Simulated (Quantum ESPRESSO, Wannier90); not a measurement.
# AlInN$_{2}$ (chalcopyrite), plane waves to Wannier functions

```xyz
8
Lattice="4.7458 0.0000 0.0000 0.0000 4.7458 0.0000 -2.3729 -2.3729 4.6388" Properties=species:S:1:pos:R:3 pbc="T T T"
Al     0.0000    -2.3729     2.3194
Al     0.0000     0.0000     0.0000
In    -2.3729     0.0000     2.3194
In     2.3729     2.3729     0.0000
N      1.1864    -0.9516    -1.1597
N     -0.9516    -1.1864     1.1597
N     -1.1864     0.9516    -1.1597
N      0.9516     1.1864     1.1597
```

Materials Project entry mp-1245856; symmetrised, unrelaxed at this level. Not found in the COD (Crystallography Open Database) copy used; not checked further. Level: PBEsol, no spin polarisation, no spin-orbit coupling; pw.x of Quantum ESPRESSO at 68 Ry with PseudoDojo potentials, 6×6×6 k-points, Wannier90. Density: 8×8×8 mesh, Gaussian smearing 0.01 Ry. Spin-orbit coupling is left out although heavy elements are present.

Bands 1-4 form an isolated set from -14.54 to -13.65 eV relative to the valence-band maximum (on the path) and are turned into 4 Wannier functions by minimising the spread from the start: SCDM (isolated).

Problem. Where do the functions sit, how wide are they and what are they made of?

Solution. 
```tsv
functions	spread (Å²)	nearest atom, distance (Å)	second atom, distance (Å)	weight on atomic waves
4	2.57	N 0.66	In 1.83	In 4d 47 %, N 2s 35 %, Al 3p 7 %
```

Ω_I = 10.02 Å², Ω_total = 10.28 Å²; the interpolated bands follow pw.x to 0.2 meV rms on the path. Only this start was tried; a symmetric start can stop on a saddle, and mixtures of these functions could lower the total by at most Ω_total − Ω_I.
